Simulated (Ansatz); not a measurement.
YTi$_{2}$Ga$_{4}$ in space group I4/mmm (No. 139; Y on 2a, Ga on 8h, Ti on 4d), r²SCAN in the plane-wave PAW code Ansatz, all energies at zero smearing, with the estimated change up to a 700 eV cutoff added, with one set of potentials and settings (totals compare only within such a set). Cell of 7 atoms (1 Y, 4 Ga, 2 Ti): -24033.797 eV.

```tsv
element	reference phase	E (eV/atom)
Y	P6_3/mmc, 2 atoms in the cell	-3859.7073
Ga	Cmce, 4 atoms in the cell	-3790.2689
Ti	P6/mmm, 3 atoms in the cell	-2504.3896
```

Formation energy per atom, worked out: (-24033.797 − 1×(-3859.7073) − 4×(-3790.2689) − 2×(-2504.3896))/7 = -0.605 eV/atom (-58 kJ per mol of atoms), at 0 K, without zero-point energy or fitted corrections.

The workflow started from an entry of the Crystallography Open Database (COD). Whether it is the stable phase at ambient conditions was not checked. The cell was relaxed with r²SCAN under the symmetry of its start; whether a distortion lowers the energy is not shown. No spin polarisation was allowed. The references are the lowest solids computed at this level, not always the standard phases.

Potentials: the later of the program's two PAW sets.
